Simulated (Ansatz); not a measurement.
GaN:
```yaml
crystal:
  lattice:
    - [0.00000, 2.10865, 2.10865]
    - [2.10865, 0.00000, 2.10865]
    - [2.10865, 2.10865, 0.00000]
  atoms:
    - { symbol: Ga, position: [0.00000, 0.00000, 0.00000] }
    - { symbol: N, position: [0.50000, 0.50000, 0.50000] }
```

Relaxed with r²SCAN.

**Question.** Give the Bader charges and basin volumes of the independent atoms, r²SCAN (plane waves, PAW; program Ansatz).

**Answer.** 

```json
[
 {"atom": "Ga1", "Bader charge (e)": "+1.77", "Bader volume (Å³)": "7.4"},
 {"atom": "N2", "Bader charge (e)": "-1.77", "Bader volume (Å³)": "11.3"}
]
```

Space group Fm-3m (rock salt). This is a known high-pressure phase of the composition, computed here at zero pressure and temperature. The r²SCAN relaxation kept the symmetry of its start; its stability against distortions is not shown here.

Potentials: the earlier of the program's two PAW sets.
